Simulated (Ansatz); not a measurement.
P:
```
CELL_PARAMETERS angstrom
      1.72572     0.99635     3.03238
     -1.72572     0.99635     3.03238
      0.00000    -1.99270     3.03238
ATOMIC_POSITIONS crystal
  P  0.22938 0.22938 0.22938
  P  0.77062 0.77062 0.77062
```

Relaxed with r²SCAN+D4. Special points in fractions of this cell's reciprocal vectors: Γ (0.000, 0.000, 0.000); T (0.500, 0.500, 0.500); H2 (0.761, 0.239, 0.500); H0 (0.500, -0.239, 0.239); L (0.500, 0.000, 0.000); S0 (0.369, -0.369, 0.000); S2 (0.631, 0.000, 0.369); F (0.500, 0.000, 0.500).

**Question.** List the band energies nearest the Fermi level at these points for plane-wave PAW r²SCAN+D4 (Ansatz code).

**Answer.** In eV from the Fermi level; about four levels below and three above (degenerate sets whole), none deeper than 8.9 eV; points with the same levels are listed once.

| k | below | above |
|---|---|---|
| Γ | -3.33 -3.26 -3.26 -3.20 | 1.65 2.91 2.91 |
| T | -3.13 -3.13 -0.54 -0.54 | 0.25 2.37 9.77 |
| H2 | -8.12 -7.68 -1.58 | 1.10 5.10 5.15 |
| L | -4.06 -3.48 -0.95 | 0.07 0.14 0.55 |
| S0 | -8.56 -5.16 -4.48 | 3.37 4.15 4.75 |
| F | -7.43 -6.02 -5.92 | 0.15 6.81 8.02 |

Space group R-3m (A7 (α-As type)). This is a known high-pressure phase of the composition, computed here at zero pressure and temperature. The r²SCAN+D4 relaxation kept the symmetry of its start; its stability against distortions is not shown here.

Potentials: the later of the program's two PAW sets.
